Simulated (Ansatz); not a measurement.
**BW2 squeezed and stretched**

A database entry relaxed whole under r2SCAN (I4/mcm):

```
B W
1.0
    -2.78260    2.78260    2.37775
     2.78260   -2.78260    2.37775
     2.78260    2.78260   -2.37775
B W
2 4
Direct
  0.25000 0.25000 0.00000
  0.75000 0.75000 0.00000
  0.67008 0.17008 0.84015
  0.17008 0.32992 0.50000
  0.32992 0.82992 0.15985
  0.82992 0.67008 0.50000
```

The cell was scaled uniformly, its shape held, and the atoms relaxed at each volume with plane-wave PAW DFT (Ansatz 0.2.0; r2SCAN, 500 eV, 9×9×9 Γ-centred mesh, fermi-dirac occupations of width 0.100 eV; no spin, no spin-orbit coupling). One row is withheld.

```tsv
volume (Å³/atom)	energy over the lowest (meV/atom)	pressure (GPa)
11.537	52.3	24.27
11.783	22.3	15.30
12.028	5.2	7.22
12.274	0.0	-0.07
12.519	?	?
12.765	20.4	-12.59
13.010	44.0	-17.93
```

**Question.** Fit the pressures of the other rows to the third-order Birch-Murnaghan form.

**Answer.** With f = [(V₀/V)^(2/3) − 1]/2 and P = 3B₀f(1 + 2f)^(5/2)[1 + 3(B₀′ − 4)f/2], least squares gives V₀ = 12.27 Å³ an atom, B₀ = 346 GPa and B₀′ = 4.1; the rows miss the fit by less than 0.01 GPa. The slope of the energies differs from these pressures by 0.10 GPa, since they are taken to zero smearing while pressures follow the free energy.

**Question.** What does the withheld row hold?

**Answer.** The fit gives -6.65 GPa at 12.519 Å³; the run gave -6.66 GPa and 5.4 meV an atom.

Caveats: the shape of the cell was held, so B₀ is an upper bound where the axes differ in stiffness; 0 K, fixed nuclei; the symmetry was kept, and this need not be the phase that is stable at 0 K; one mesh for all volumes; pressure is positive in compression.
